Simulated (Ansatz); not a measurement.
AgI:
```cif
data_Ag4I4
_chemical_formula_sum 'Ag4 I4'
_space_group_name_H-M_alt 'P63mc'
_space_group_IT_number 186
_space_group_name_Hall 'P 6c -2c'
_cell_length_a 4.32688
_cell_length_b 4.32688
_cell_length_c 14.38143
_cell_angle_alpha 90.000
_cell_angle_beta 90.000
_cell_angle_gamma 120.000
loop_
_atom_site_label
_atom_site_type_symbol
_atom_site_symmetry_multiplicity
_atom_site_Wyckoff_symbol
_atom_site_fract_x
_atom_site_fract_y
_atom_site_fract_z
_atom_site_occupancy
Ag1 Ag 2 a 0.00000 0.00000 0.32363 1
Ag2 Ag 2 b 0.66667 0.33333 0.42655 1
I1 I 2 a 0.00000 0.00000 0.01800 1
I2 I 2 b 0.66667 0.33333 0.23181 1
```

Relaxed with LDA.

### Question
Decompose the optical modes at the zone centre into irreducible representations, and say which are infrared and Raman allowed.

### Answer
Point group 6mm: Γ_opt = 3A1 + 4B1 + 3E1 + 4E2. Infrared: A1, E1. Raman: A1, E1, E2.

### Question
Assign frequencies (DFPT, plane-wave PAW LDA (Ansatz code); without the LO–TO term).

### Answer
E2 16, B1 33, E2 39, E1 42, E1 79, E2 81, B1 91, A1 92, E2 111, E1 112, B1 126, A1 129, A1 132, B1 141 cm⁻¹.

Subscripts of B labels follow the axes of the standard setting.

Space group P6_3mc. The workflow started from a Materials Project entry (that database holds measured and hypothetical structures alike). Its sites differ from those of the usual phase in this space group: another stacking or structure type. The LDA relaxation kept the symmetry of its start; phonons on a q-mesh show no instability. No spin polarisation was allowed. A crystal of weakly bound layers computed without a dispersion correction: the cell and the soft elastic constants depend strongly on that. Spin–orbit coupling is left out wherever it is not named.

Potentials: the earlier of the program's two PAW sets.
